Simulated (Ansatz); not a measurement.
Ansatz (a program for electronic structure) input:

Ansatz 0.2 input:
```yaml
crystal:
  lattice:
    - [4.8274737275, 0.0, 0.0]
    - [0.0, 4.8274737275, 0.0]
    - [0.0, 0.0, 3.2381566789]
  atoms:
    - { symbol: Sn, position: [0.5, 0.5, 0.5] }
    - { symbol: Sn, position: [0.0, 0.0, 0.0] }
    - { symbol: O, position: [0.1934310968, 0.8065689032, 0.5] }
    - { symbol: O, position: [0.8065689032, 0.1934310968, 0.5] }
    - { symbol: O, position: [0.6934310968, 0.6934310968, 0.0] }
    - { symbol: O, position: [0.3065689032, 0.3065689032, 0.0] }
kpoints:
  mp_grid: { grid: [5, 5, 7] }
basis: { xc_grid: 2 }
hamiltonian:
  xc: pbe
  pseudopotentials: { kind: paw }
scf:
  occupations: { method: fixed }
output:
  optics: { e_range: [0.0, 15.0], de: 0.05, sigma: 0.1, bands: { spectra_wanted_up_to: 12 eV } }
```

Output (shortened):

```
output.optics: the spectra are integrated over the Brillouin zone by k·p interpolation around the k-points, where levels, occupations, output.optics.sigma and …
Pseudopotential: Sn, paw, valence charge 14
Pseudopotential: O, paw, valence charge 6
Functional definition: PBE
Crystal: 6 atoms, lattice volume = 75.464 Å³
Basis set: ecut = 420 eV, 1495 PW (Γ), exchange–correlation on 72×72×48 points (8 copies of the dense FFT grid, shifted against one another)
Bands: 32, of which v1, the nominal top of the filled ones, is band 26 counted from 1 (25 counted from 0)
Symmetry: 16 space group operations
Space group: P42/mnm (ITA 136), of the structure as read, at distance tolerance 4.2e-5 Å
k-points: 24 of 175
SCF iter   1: F=—  HF=-14317.966575 eV  |F-HF|=—  |Δ(HF+E_count)|=         —  Δρ=1.29e-3  dr2=5.66e-4  ethr=1.77e-3  ⟨swp⟩=4.4  Hψ=2908  notcnv=0  defer=96
preconditioner: auto → Resta (q_TF=auto, 2.564 Å⁻¹)
SCF iter   2: F=—  HF=-14317.968706 eV  |F-HF|=—  |Δ(HF+E_count)|=   2.13e-3  Δρ=6.30e-4  dr2=1.14e-4  ethr=1.09e-6  ⟨swp⟩=2.0  Hψ=1633  notcnv=0  defer=96
SCF iter   3: F=—  HF=-14317.968960 eV  |F-HF|=—  |Δ(HF+E_count)|=   2.54e-4  Δρ=2.74e-4  dr2=3.27e-5  ethr=2.19e-7  ⟨swp⟩=2.9  Hψ=1398  notcnv=0  defer=96
SCF iter   4: F=—  HF=-14317.968955 eV  |F-HF|=—  |Δ(HF+E_count)|=   4.47e-6  Δρ=4.03e-5  dr2=1.16e-6  ethr=6.29e-8  ⟨swp⟩=2.0  Hψ=1066  notcnv=0  defer=48
SCF iter   5: F=—  HF=-14317.968957 eV  |F-HF|=—  |Δ(HF+E_count)|=   1.97e-6  Δρ=1.15e-5  dr2=6.30e-8  ethr=2.24e-9  ⟨swp⟩=2.0  Hψ=1120  notcnv=0  defer=40
SCF iter   6: F=—  HF=-14317.968957 eV  |F-HF|=—  |Δ(HF+E_count)|=   1.18e-7  Δρ=3.30e-6  dr2=4.87e-9  ethr=1.21e-10  ⟨swp⟩=2.0  Hψ=1352  notcnv=0  defer=40
SCF iter   7: F=—  HF=-14317.968957 eV  |F-HF|=—  |Δ(HF+E_count)|=   2.88e-9  Δρ=1.05e-6  dr2=6.48e-10  ethr=9.36e-12  ⟨swp⟩=2.0  Hψ=1352  notcnv=0  defer=40
SCF iter   8: F=-14317.968957 eV  HF=-14317.968957 eV  |F-HF|=1.82e-12  |Δ(HF+E_count)|=  4.75e-10  Δρ=1.06e-7  dr2=8.26e-12  ethr=1.00e-12  ⟨swp⟩=8.3  Hψ=4002  notcnv=0
SCF 1 converged in 8 iterations: F = -14317.968957 eV  dr2 = 8.26e-12
NSCF: frozen V_eff on 24 k-points
Optics k sum: 0 of 24 k-points
Optics k sum: 2 of 24 k-points
Optics k sum: 3 of 24 k-points
Optics k sum: 4 of 24 k-points
Optics k sum: 5 of 24 k-points
Optics k sum: 6 of 24 k-points
Optics k sum: 8 of 24 k-points
Optics k sum: 9 of 24 k-points
Optics k sum: 10 of 24 k-points
Optics k sum: 11 of 24 k-points
Optics k sum: 12 of 24 k-points
Optics k sum: 14 of 24 k-points
Optics k sum: 15 of 24 k-points
Optics k sum: 16 of 24 k-points
Optics k sum: 17 of 24 k-points
Optics k sum: 18 of 24 k-points
Optics k sum: 20 of 24 k-points
Optics k sum: 21 of 24 k-points
Optics k sum: 22 of 24 k-points
Optics k sum: 23 of 24 k-points
Optics k sum: 24 of 24 k-points
Optics k sum: 0 of 24 k-points
Optics k sum: 2 of 24 k-points
Optics k sum: 3 of 24 k-points
Optics k sum: 4 of 24 k-points
Optics k sum: 5 of 24 k-points
Optics k sum: 6 of 24 k-points
Optics k sum: 8 of 24 k-points
Optics k sum: 9 of 24 k-points
Optics k sum: 10 of 24 k-points
Optics k sum: 11 of 24 k-points
Optics k sum: 12 of 24 k-points
Optics k sum: 14 of 24 k-points
Optics k sum: 15 of 24 k-points
Optics k sum: 16 of 24 k-points
Optics k sum: 17 of 24 k-points
Optics k sum: 18 of 24 k-points
Optics k sum: 20 of 24 k-points
Optics k sum: 21 of 24 k-points
Optics k sum: 22 of 24 k-points
Optics k sum: 23 of 24 k-points
Optics k sum: 24 of 24 k-points
NSCF: frozen V_eff on 1 k-points
NSCF: frozen V_eff on 1 k-points
NSCF: frozen V_eff on 1 k-points
NSCF: frozen V_eff on 1 k-points
NSCF: frozen V_eff on 1 k-points
output.optics: what the bands over the 48 summed would add to eps1, eps2 and the energy-loss function is held between a lower and an upper bound (8 Lanczos …
SCF converged after 8 iterations
Free energy (F): -14317.968957 eV
Harris-Foulkes:  -14317.968957 eV  (|F-HF|=1.82e-12)
Internal energy: -14317.968957 eV  (E = F + TS)
E sigma→0 (E₀):  -14317.968957 eV
Fermi energy:    8.741811 eV
--- Per-component energies (eV) ---
  E_band       = -154.735099
  E_kinetic    = 1077.987363
  E_local      = -2963.571672  (includes V_loc(G=0)·N_el)
  E_nonlocal   = 133.837274
  E_hartree    = 1523.955344
  E_xc         = -1053.235651
  E_vxc        = -561.649255  (∫ρ·V_xc dr)
  E_paw        = -8928.357485  (= ΣΔE_a)
  E_vpaw       = -889.259441  (= ΣTr[D̂ρ^β])
  E_aug_tail   = 0.009864  (compensation charges beyond the density's cutoff)
  E_ewald      = -4108.593994
  E_smearing   =  0.000000  (= −TS)
  E_closure    = 0.000000  (closes the sum)
  Σ components = -14317.968957   (vs F -14317.968957, Δ=0.00e0)
  [band-id]    e_kinetic+e_local+e_nonlocal+2·e_hartree+e_vxc+e_vpaw+e_augmentation_tail = -154.735180   (vs E_band -154.735099, Δ=-8.09e-5)
--- Band table (eV; the first three rows and the last of 24) ---
  k-point 0: bands = ["-12.2978", "-11.6401", "-11.4401", "-11.4141", "-11.4141", "-11.3415", "-11.3152", "-11.2462", "-11.2142", "-11.2142", "-9.9092", "-8.1984", "-8.1984", "-6.6816", "0.7834", "4.8497", "4.8497", "4.9723", "5.8408", "6.7625", "6.7751", …
  k-point 1: bands = ["-12.2135", "-11.5660", "-11.5660", "-11.5532", "-11.4094", "-11.3535", "-11.3087", "-11.2467", "-11.2350", "-11.2350", "-9.7973", "-7.9374", "-7.9374", "-6.8161", "0.7851", "4.8034", "5.0227", "5.0227", "5.5330", "5.9694", "6.5830", …
  k-point 2: bands = ["-12.0026", "-11.8573", "-11.8573", "-11.4622", "-11.3302", "-11.3196", "-11.2925", "-11.2731", "-11.2731", "-11.2497", "-9.4198", "-7.3932", "-7.3932", "-7.2402", "0.8753", "3.7463", "4.6243", "5.3341", "5.3341", "5.8226", "5.8226", …
  k-point 23: bands = ["-12.1306", "-12.0634", "-11.6845", "-11.5859", "-11.3059", "-11.3048", "-11.2616", "-11.2598", "-11.2320", "-11.2300", "-8.3554", "-8.2052", "-7.0405", "-6.9382", "1.1502", "1.2813", "4.1289", "4.1345", "5.0663", "6.1441", "6.2421", …
```

Cost: roughly 40 core-seconds on shared cores.

Space group P4_2/mnm (rutile). The cell was relaxed with PBE under the symmetry of its start; phonons on a q-mesh show no instability. Scalar-relativistic: spin–orbit coupling is off unless named, which matters more the heavier the elements.

Potentials: the later of the program's two PAW sets.

Ansatz is a plane-wave DFT program.
